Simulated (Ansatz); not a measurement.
In the program Ansatz at the r²SCAN level (PAW), Si in the hexagonal phase (P6_422; Si on 3c) relaxes to a = 3.890 Å, c = 4.121 Å.

Electronic character: no gap, with almost no states at the Fermi level (zero-gap or semimetallic). HSE06 on the same cell gives 0.23 eV (a hybrid on a coarse mesh can open a false gap in a semimetal).

An equation-of-state fit gives a bulk modulus of 103 GPa. The relaxed-ion elastic constants in GPa are C11 = 209, C12 = 47.2, C13 = 61.5, C33 = 176, C44 = 88.4. The elastic constants imply a Debye temperature near 692 K.

The start of the workflow was typed in or built on a structure type; neither database checked (COD, Materials Project) lists it. It is not the phase usual at ambient conditions (space group No. 227). The r²SCAN relaxation kept the symmetry of its start; its stability against distortions is not shown here. As this level gives no gap, shear constants depend on the k-mesh and smearing (Fermi–Dirac, 0.1 eV here).

Potentials: the later of the program's two PAW sets.
